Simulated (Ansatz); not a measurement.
MnGa4 in space group Im-3m (No. 229; Mn on 2a, Ga on 8c), PBE (plane waves, PAW; program Ansatz), all energies at zero smearing, with the estimated change up to a 700 eV cutoff added, with one set of potentials and settings (totals compare only within such a set). Cell of 10 atoms (2 Mn, 8 Ga): -38063.649 eV.

```json
[
 {"element": "Mn", "reference phase": "I-43m, 29 atoms in the cell, spin-polarised", "E (eV/atom)": "-3898.8617"},
 {"element": "Ga", "reference phase": "Cmce, 4 atoms in the cell", "E (eV/atom)": "-3783.0209"}
]
```

Formation energy per atom, worked out: (-38063.649 − 2×(-3898.8617) − 8×(-3783.0209))/10 = -0.176 eV/atom (-17 kJ per mol of atoms), at 0 K, without zero-point energy or fitted corrections.

The workflow started from a Materials Project entry (that database holds measured and hypothetical structures alike); the Crystallography Open Database copy checked does not list it. Whether it is the stable phase at ambient conditions was not checked. Symmetry was held in the PBE relaxation, as lowered by the spin order; its stability against distortions is not shown here. The final state is antiferromagnetic, chosen from 3 collinear starts compared on coarse meshes (ties went to the first, and starts can fall back to one state), not a proven ground state. The references are the lowest solids computed at this level, not always the standard phases.

Potentials: the later of the program's two PAW sets.
